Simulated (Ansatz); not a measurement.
Mg$_{3}$CdO$_{4}$: where the heat goes in a short trajectory

All numbers below come from DFT PBEsol, scalar-relativistic, plane waves, PAW in Ansatz. Settings: plane waves to 420 eV, k-mesh 2×2×2 (shifted by 0.5, 0.5, 0.5 steps), Fermi–Dirac smearing 0.1 eV. The mesh is coarse. No spin polarisation.

16 atoms start on the lattice sites below (V = 182.9 Å³, 1.04 times the source cell's; static pressure -9.92 GPa, largest force component 0.00 eV/Å) with velocities drawn for 1200 K; Nosé–Hoover thermostat aiming at the same temperature, at which the real crystal may have melted, fixed cell, 78 steps of 1 fs.

```xyz
16
Lattice="-4.5052 4.5052 0.0000 0.0000 4.5052 -4.5052 -4.5052 0.0000 -4.5052" Properties=species:S:1:pos:R:3 pbc="T T T"
Mg    0.0000    2.2526   -2.2526
Mg   -4.5052    2.2526   -2.2526
Mg   -2.2526    4.5052   -2.2526
Mg   -2.2526    0.0000   -2.2526
Mg   -2.2526    2.2526    0.0000
Mg   -2.2526    2.2526   -4.5052
Cd   -4.5052    4.5052   -4.5052
Cd    0.0000    0.0000    0.0000
O    -2.2526    4.5052   -4.5052
O    -6.7577    4.5052   -4.5052
O    -6.7577    6.7577   -6.7577
O    -2.2526    2.2526   -2.2526
O    -4.5052    4.5052   -2.2526
O    -4.5052    4.5052   -6.7577
O    -4.5052    6.7577   -4.5052
O    -4.5052    2.2526   -4.5052
```

| t (fs) | T (K) | kinetic energy (meV/atom) | potential energy over the first frame (meV/atom) | P with the kinetic part (GPa) |
| --- | --- | --- | --- | --- |
| 0.0 | 1200 | 145.4 | 0.0 | -8.47 |
| 5.0 | 1108 | 134.2 | 11.2 | -8.20 |
| 10.0 | 875 | 106.0 | 39.5 | -7.50 |
| 15.0 | 607 | 73.6 | 72.1 | -6.60 |
| 20.0 | 418 | 50.6 | 95.4 | -5.76 |
| 25.0 | 367 | 44.5 | 101.9 | -5.17 |
| 30.0 | 437 | 52.9 | 93.9 | -4.86 |
| 35.0 | 547 | 66.3 | 81.4 | -4.71 |
| 40.0 | 615 | 74.6 | 74.4 | -4.59 |
| 45.0 | 613 | 74.3 | 76.2 | -4.46 |
| 50.0 | 566 | 68.6 | 83.4 | -4.36 |
| 55.0 | 514 | 62.3 | 91.5 | -4.31 |
| 60.0 | 478 | 57.9 | 97.5 | -4.28 |
| 65.0 | 474 | 57.4 | 99.9 | -4.22 |
| 70.0 | 516 | 62.5 | 96.8 | -4.12 |
| 75.0 | 606 | 73.5 | 88.3 | -4.03 |

T counts 3N − 3 degrees of freedom. Means over every step of the second half, not only the rows shown: T = 550 K, kinetic energy 66.6 meV/atom, potential energy 88.6 meV/atom, P = -4.28 GPa.

**Question.** Does the potential energy follow equipartition for harmonic vibrations?

**Answer.** In a harmonic crystal each vibration holds as much potential as kinetic energy on average, here 66.6 meV/atom. The run has 88.6, a ratio of 1.33. All modes start in phase at zero potential energy, and slow ones that pass their first turning point in this window can alone give an excess; anharmonic motion or disorder setting in would add to it. So short a run gives a rough mean. T is still well under the temperature that the thermostat aims for.

**Question.** Split the rise of pressure into the kinetic part and the rest. Can a thermal Grüneisen parameter be estimated?

**Answer.** The program counts the kinetic part as N k_B T/V = 0.66 GPa. The pressure lies 5.64 GPa over the static one in all, so the forces add 4.97 GPa. For a harmonic mode with ω ∝ V^(−γ) and an amplitude that scales with the cell, the forces add (2γ − 2/3)U/V, which needs no equipartition; when U equals the kinetic energy K, this and the kinetic part 2K/(3V) sum to the Mie–Grüneisen γE_th/V. With U = N × 88.6 meV, γ = 1/3 + V ΔP_forces/(2U) = 2.33, for harmonic vibrations a mean over the modes weighted by their potential energy, for uniform scaling of the cell (in a layered or otherwise anisotropic crystal this differs from γ under hydrostatic pressure). Most solids fall between 1 and 3, and tetrahedral, framework and layered ones often lower; anharmonic motion and pressure swings in a cell of 16 atoms make this value uncertain by tenths or more.

Cost: 1 run of about 9.5 core-minutes (earlier runs that led there not counted), on Arm Neoverse N1 (shared hosts).